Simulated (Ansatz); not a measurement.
## Comparing deformations in AlNi

Computed with DFT PBEsol, scalar-relativistic, plane waves, PAW in Ansatz. Cutoff 420 eV, Γ-centred 20×20×20 k-points, Gaussian smearing of 0.15 eV. No spin polarisation. A magnetic state may lie lower. Energies are free energies at this smearing, counted from the undisturbed cell; pressure is positive in compression.

Zero of the scan (relaxed at this level; it needn't be the usual structure):

```
CELL_PARAMETERS angstrom
2.86217 0.00000 0.00000
0.00000 2.86217 0.00000
0.00000 0.00000 2.86217
ATOMIC_POSITIONS crystal
Al 0.00000 0.00000 0.00000
Ni 0.50000 0.50000 0.50000
```

The cell is strained by ε times a Voigt pattern (xx, yy, zz, yz, xz, xy; engineering shear) with fractional coordinates fixed. τ = (1/V0) dE/dε comes from the stress tensor. Of each scan, only the three points used here are listed.

| pattern | ε | τ (GPa) |
| --- | --- | --- |
| (1, 1, 0, 0, 0, 0) | -0.0250 | -20.53 |
| (1, 1, 0, 0, 0, 0) | 0.0000 | -0.05 |
| (1, 1, 0, 0, 0, 0) | 0.0250 | 16.84 |
| (0, 0, 1, 0, 0, 0) | -0.0250 | -6.18 |
| (0, 0, 1, 0, 0, 0) | 0.0000 | -0.02 |
| (0, 0, 1, 0, 0, 0) | 0.0250 | 5.07 |
| (0, 0, 0, 0, 1, 0) | -0.0050 | -0.64 |
| (0, 0, 0, 0, 1, 0) | 0.0000 | 0.00 |
| (0, 0, 0, 0, 1, 0) | 0.0050 | 0.64 |

Which constants do the scans give, and which deformation costs least for the same size of strain tensor?

The slope dτ/dε at zero (parabola through three points) is pᵀCp: (1, 1, 0, 0, 0, 0) gives 2(C11 + C12) = 747 GPa; (0, 0, 1, 0, 0, 0) gives C11 = 225 GPa; (0, 0, 0, 0, 1, 0) gives C44 = 127 GPa. The size of the strain tensor, ε:ε, is ε² times 2.0, 1.0, 0.5. Per unit of it the stiffnesses are 374, 225, 254 GPa, so (0, 0, 1, 0, 0, 0) is the softest of these: at ε:ε = (1 %)² the quadratic term costs 0.82 meV/atom against 1.37 for the stiffest.

What else follows for this cubic crystal?

From the unrounded slopes C11 = 225.1 and C12 = 148.6 GPa, so B = (C11 + 2 C12)/3 = 174 GPa and the Poisson ratio for a pull along a cube edge is C12/(C11 + C12) = 0.40.

How anisotropic is this cubic crystal?

Zener's ratio 2 C44/(C11 − C12) = 3.32; it is 1 for an isotropic solid.

In a metal these slopes depend on the k mesh and the smearing.